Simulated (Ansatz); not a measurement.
A relaxed cell of Mg5CdSe6 is given with its symmetry left out. The cell was found from a structure generator's guess, not taken from experiment.

Computed with Ansatz, DFT PBE, scalar-relativistic, plane waves, PAW. Cutoff 420 eV, Γ-centred mesh, Gaussian smearing, no spin polarisation.

```
Mg Cd Se
1.0
     4.26547    0.00000    0.00000
    -2.13273    3.69400    0.00000
     0.00000    0.00000   20.86635
Mg Cd Se
5 1 6
Direct
  0.33333 0.66667 0.00130
  0.00000 0.00000 0.16639
  0.66667 0.33333 0.33151
  0.33333 0.66667 0.49636
  0.66667 0.33333 0.83607
  0.00000 0.00000 0.66816
  0.33333 0.66667 0.12574
  0.00000 0.00000 0.29084
  0.66667 0.33333 0.45597
  0.33333 0.66667 0.62072
  0.00000 0.00000 0.79632
  0.66667 0.33333 0.96062
```

Formation energies are uncorrected and refer to the elements' standard structures at the same level.

Problem. What space group does it have?

Solution. P3m1 (No. 156), with Mg and Cd ordered on zinc blende sites. Conventional cell: a = 4.265 Å, c = 20.866 Å. Mg on its first site has 4 Se at 2.60 Å; around Mg on its second site lie 4 Se at 2.60 Å; Cd has 4 Se at 2.65–2.67 Å; around Se on its first site lie 4 Mg at 2.60 Å; 8 more sites not described.

Problem. What is its formation energy per atom?

Solution. −1.149 eV/atom. It lies below the elements, which doesn't yet make it stable against other compounds or structures.

Problem. Is it a metal?

Solution. No, the gap on the 6×6×2 mesh is 1.68 eV.

The last run used a 6×6×2 mesh (in the run's order of axes) for its 12-atom cell and Gaussian smearing of 0.02 eV. Kohn–Sham gaps at this level usually fall short of measured ones. The reference form of Se is held partly by dispersion forces, which this level lacks. A later test with randomly moved atoms came back to the same energy, though modes that don't fit the test's cell weren't probed.
